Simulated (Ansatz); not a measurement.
Relaxed TiSi$_{2}$ (C49 type, space group Cmcm):

```
CELL_PARAMETERS angstrom
      1.76330    -6.75838     0.00000
      1.76330     6.75838     0.00000
      0.00000     0.00000     3.56518
ATOMIC_POSITIONS crystal
  Si 0.94167 0.05833 0.75000
  Si 0.05833 0.94167 0.25000
  Si 0.25029 0.74971 0.75000
  Si 0.74971 0.25029 0.25000
  Ti 0.60320 0.39680 0.75000
  Ti 0.39680 0.60320 0.25000
```

All values below come from r2SCAN (plane waves to 500 eV, PAW, scalar-relativistic; Ansatz, a quantum-chemistry and plane-wave program). k mesh 11×11×11 (Γ-centred), Fermi-Dirac smearing 0.05 eV. With partly filled bands, energies and forces of such displacements shift with the k mesh and the smearing. This is one of several known forms of TiSi2; the measured ambient cells at hand have space group No. 70. TiSi2 is run without spin polarisation. TiSi2 was relaxed with its symmetry unable to fall.

One atom of the cell was then moved (with its periodic images), all else fixed, and the forces (eV/Å) came out as:

```csv
atom,Fx,Fy,Fz
Si1,0.004,-0.005,0.000
Si2,-0.453,0.007,0.000
Si3,0.008,0.002,0.000
Si4,-0.009,-0.002,0.000
Ti5,0.357,0.001,0.000
Ti6,0.093,-0.003,0.000
```

Which atom was moved, and by which vector (Å)?

Si2, by (0.05, 0.00, 0.00), 0.05 Å in all.

(For displaced atoms, the force is minus the slope of the energy, and its curvature is a force constant, which sets phonon frequencies.)
